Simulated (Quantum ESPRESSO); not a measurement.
# Planted mistakes on one cell of Ga2AlInP4

The results below are calculated, not measured. They come from pw.x of Quantum ESPRESSO 7.5, a plane-wave density functional program, with PseudoDojo standard norm-conserving files (v0.5 for PBE, v0.4.1 for LDA and PBEsol). The cells are made up: elements, strain and atom displacements were drawn at random, and nothing was relaxed. There is no spin polarisation, spin-orbit coupling or dispersion term.

The cell has 8 sites of a zincblende or diamond lattice. Sites 1 to 4 hold Ga Ga Al In; sites 5 to 8 hold P P P P. Cell vectors in Å: (5.394, -0.009, 0.057); (-0.009, 5.544, -0.025); (0.057, -0.025, 5.424). Settings: PBE, cutoff 1088 eV, 4 x 4 x 4 k mesh shifted by half a step, Fermi-Dirac smearing of 0.025 eV.

The intended run has a self-consistency threshold of 1e-07 eV, a smearing term of 0.000 eV, a pressure of 13.12 GPa and 10 iterations. Each further run changes one thing: all lengths scaled by 0.9888; atoms of sites 2 and 7 exchanged; cutoff 654 eV; files of PBEsol; k mesh 2 x 2 x 2; one electron removed; smearing 0.54 eV; threshold 0.6 eV. A coarse mesh keeps the shift, and a charged cell sits in a uniform background.

| run | change of free energy (eV) | smearing term -TS (eV) | change of P (GPa) | largest change of a force component (eV/Å) | iterations |
| --- | --- | --- | --- | --- | --- |
| A | 2.959 | -0.004 | 0.92 | 0.832 | 11 |
| B | 0.512 | 0.000 | 4.31 | 0.431 | 10 |
| C | -0.356 | -1.326 | 0.46 | 0.162 | 10 |
| D | 18.625 | 0.000 | -112.87 | 0.013 | 10 |
| E | -7.314 | -0.006 | -12.40 | 0.285 | 11 |
| F | 0.462 | 0.000 | 0.38 | 0.051 | 10 |
| G | 0.039 | 0.000 | 1.47 | 2.021 | 3 |
| H | 11.089 | 0.000 | -3.07 | 0.178 | 9 |

A rerun of the intended cell at 1377 eV and k mesh 6 x 6 x 6 moved values by no more than 0.008 eV in the cell's energy, 0.02 GPa in stress and 0.002 eV/Å in force.

Question: which change belongs to which run?

## Worked reading

Run G has the fewest iterations, as a run stopped early does. Run C has the largest smearing term, as wide smearing gives. Run D has a higher energy and the largest fall in pressure, as too small a basis gives. Run B changes the volume by a factor of 0.9668; minus its pressure change over the logarithm of that factor, 128 GPa, is a rough bulk modulus with clamped atoms. Energies from files of another functional, or of a charged cell, have another zero and say nothing on stability; the pressure of a charged cell rests on the program's zero of potential too.

## Key

```
run                            change
  A  atoms of sites 2 and 7 exchanged
  B      all lengths scaled by 0.9888
  C                  smearing 0.54 eV
  D                     cutoff 654 eV
  E              one electron removed
  F                  k mesh 2 x 2 x 2
  G                  threshold 0.6 eV
  H                   files of PBEsol
```